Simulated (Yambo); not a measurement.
Yambo run on Ca2FeH6 (space group Fm-3m, No. 225). The wavefunctions are PBEsol (pw.x of Quantum ESPRESSO, ONCV potentials, scalar-relativistic) ones on a 4×4×4 mesh (21 occupied bands); a = b = c = 4.944 Å, α = β = γ = 60.00°.

Yambo input:

```
rim_cut
gw0
dyson
el_el_corr
HF_and_locXC
cohsex
em1s
RandQpts= 1000000
RandGvec= 1 Ry
EXXRLvcs= 90 Ry
VXCRLvcs= 360 Ry
Chimod= "HARTREE"
% BndsRnXs
 5 | 161 |
%
NGsBlkXs= 8 Ry
% LongDrXs
 1.0 | 1.0 | 1.0 |
%
ExtendOut
% QPkrange
 7 | 7 | 21 | 22 |
 8 | 8 | 21 | 21 |
%
```

k points by index: 7 = X, 8 = W.

Table of the .qp output:

```
#    K-point    Band    Eo [eV]    E [eV]    E-Eo [eV]    Vxc [eV]    Vnlxc [eV]    Sc|Eo [eV]    Re(Z)    Im(Z)
#
    7    21    -0.008302    -1.908358    -1.900056    -24.57657    -29.98360    3.506982    1.000000    0.000000
    7    22    1.269724    1.227225    -0.042499    -20.62459    -14.85908    -5.808008    1.000000    0.000000
    8    21    0.000000    -1.905754    -1.905754    -24.65157    -30.08700    3.529671    1.000000    0.000000
```
(The two width columns are left out.) Convergence of these settings isn't established.

Geometry of the Materials Project entry, not relaxed at this level.

The structure is a Materials Project entry; no match was found in the copy of COD used, and its stability was not checked.

The runs are not spin-polarised; magnetic order was not tried.
